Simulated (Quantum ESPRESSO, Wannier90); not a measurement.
**Wannierisation of TaSe2 (R-3m)**

```xyz
3
Lattice="-1.7544 3.0387 0.0000 -3.5088 0.0000 0.0000 -1.7544 1.0129 6.6457" Properties=species:S:1:pos:R:3 pbc="T T T"
Ta     0.0000     0.0000     0.0000
Se     1.7544    -1.0129    -1.6289
Se    -1.7544     1.0129     1.6289
```

Cell from Materials Project (mp-567724), symmetrised, no further relaxation. COD (Crystallography Open Database) has the formula in 5 space groups, this one among them (matched by group alone). Level: PBEsol, no spin polarisation, no spin-orbit coupling; pw.x of Quantum ESPRESSO at 69 Ry with PseudoDojo potentials, 8×8×8 k-points, Wannier90. Density: 10×10×10 mesh, cold smearing 0.01 Ry. The cell is built of weakly bound layers, chains or molecules, whose nearest atoms lie 3.95 Å apart. Database cells relaxed without dispersion often hold them too far apart, which can enlarge gaps and weakens couplings between them; spacing and stacking were not compared with the measured crystal. Spin-orbit coupling is left out although heavy elements are present.

Valence charges of the files: Ta 13, Se 16. 37 bands were computed.

Isolated groups of bands, relative to the Fermi level (bands from 17 on overlap up to the last one computed):

| bands | from (eV) | to (eV) | filling | weight on atomic waves |
|---|---|---|---|---|
| 1 | -68.81 | -68.80 | filled | Ta 5s 98 % |
| 2–11 | -47.84 | -47.81 | filled | Se 3d 100 % |
| 12–14 | -35.40 | -35.16 | filled | Ta 5p 99 % |
| 15–16 | -14.61 | -12.68 | filled | Se 4s 82 %, Ta 5d 9 %, Ta 6s 7 % |

Wanted is a model with the orbitals Ta d, Se p, without the filled groups that are mainly made of other shells (semicore states, and anion s where it isn't named); all higher bands stay in for disentanglement.

Q: Give num_wann, exclude_bands and num_bands, and the number of electrons that the model holds.

A: Electrons: 1×13 + 2×16 = 45, or 22.5 bands' worth; no gap over 0.05 eV opens at the Fermi level at this level of theory.
num_wann = 1×5 + 2×3 = 11.
exclude_bands = 1-16, 16 bands, so num_bands = 37 − 16 = 21.
The model holds 45 − 2×16 = 13 electrons. With the window frozen to 1.50 eV it follows pw.x to 2.7 meV rms (states up to 1.0 eV relative to the Fermi level).
